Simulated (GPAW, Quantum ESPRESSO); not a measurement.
This is a calculation of Tl3Cu for Quantum ESPRESSO 7.5. The cell comes from a database or a generator and needn't be the stable form of this composition.

File pw.in:

```
&CONTROL
  calculation = 'scf'
  prefix = 'pwscf'
  outdir = './tmp'
  pseudo_dir = './pseudo'
  tprnfor = .true.
  tstress = .true.
  disk_io = 'nowf'
/
&SYSTEM
  ibrav = 0
  nat = 4
  ntyp = 2
  ecutwfc = 55
  ecutrho = 440
  nbnd = 34
  occupations = 'smearing'
  smearing = 'fd'
  degauss = 0.00367493
/
&ELECTRONS
  conv_thr = 8d-10
  electron_maxstep = 120
  mixing_beta = 0.5
/
ATOMIC_SPECIES
Tl   204.3800 Tl_pbe_v1.2.uspp.F.UPF
Cu    63.5460 Cu.paw.z_11.ld1.psl.v1.0.0-low.upf
CELL_PARAMETERS angstrom
   4.7169980000    0.0000000000    0.0000000000
   0.0000000000    4.7169980000    0.0000000000
   0.0000000000    0.0000000000    4.7169980000
ATOMIC_POSITIONS crystal
Tl     0.5000000000    0.5000000000    0.0000000000
Tl     0.5000000000    0.0000000000    0.5000000000
Tl     0.0000000000    0.5000000000    0.5000000000
Cu     0.0000000000    0.0000000000    0.0000000000
K_POINTS automatic
6 6 6 0 0 0
```

Potentials or basis: SSSP 1.3 efficiency PBE.

Run with:

```console
$ OMP_NUM_THREADS=1 pw.x -in pw.in > pw.out
```

Q: What does the same run look like in GPAW 26.7.0 (ASE script)? Potentials or basis there: GPAW PAW data sets (gpaw-data 1.2.1), cutoff 600 eV.

A: As run (cutoffs and basis follow the program's own potentials, and thresholds, step limits or extra output files can differ):

File run.py:

```python
from ase import Atoms
from ase.dft.bandgap import bandgap
from ase.io import write
from ase.units import GPa
from gpaw import GPAW, PW

atoms = Atoms(['Tl', 'Tl', 'Tl', 'Cu'],
              cell=[[4.716998, 0.0, 0.0],
                    [0.0, 4.716998, 0.0],
                    [0.0, 0.0, 4.716998]],
              scaled_positions=[[0.5, 0.5, 0.0],
                                [0.5, 0.0, 0.5],
                                [0.0, 0.5, 0.5],
                                [0.0, 0.0, 0.0]],
              pbc=True)

calc = GPAW(mode=PW(600),
            xc='PBE',
            kpts={'size': (6, 6, 6), 'gamma': True},
            occupations={'name': 'fermi-dirac', 'width': 0.05},
            nbands=41,
            convergence={'density': 1e-05, 'energy': 1e-05},
            maxiter=150,
            txt='gpaw.txt')
atoms.calc = calc
energy = atoms.get_potential_energy()
forces = atoms.get_forces()
stress = atoms.get_stress()
calc.write('gs.gpw')
write('result.traj', atoms)
print(f'Energy: {energy:.6f} eV')
print('Forces (eV/A):')
print(forces.round(4))
print('Stress (GPa):', (stress / GPa).round(3))
print('Fermi level:', round(calc.get_fermi_level(), 4), 'eV')
print(f'Gap: {bandgap(calc)[0]:.4f} eV, direct: {bandgap(calc, direct=True)[0]:.4f} eV')
```

Potentials or basis: GPAW PAW data sets (gpaw-data 1.2.1), pw.

Launch:

```bash
$ OMP_NUM_THREADS=1 python run.py
```

Both were run:

|  | Quantum ESPRESSO | GPAW |
| --- | --- | --- |
| Pressure | -0.4 GPa | -0.3 GPa |

Pressure is positive in compression.
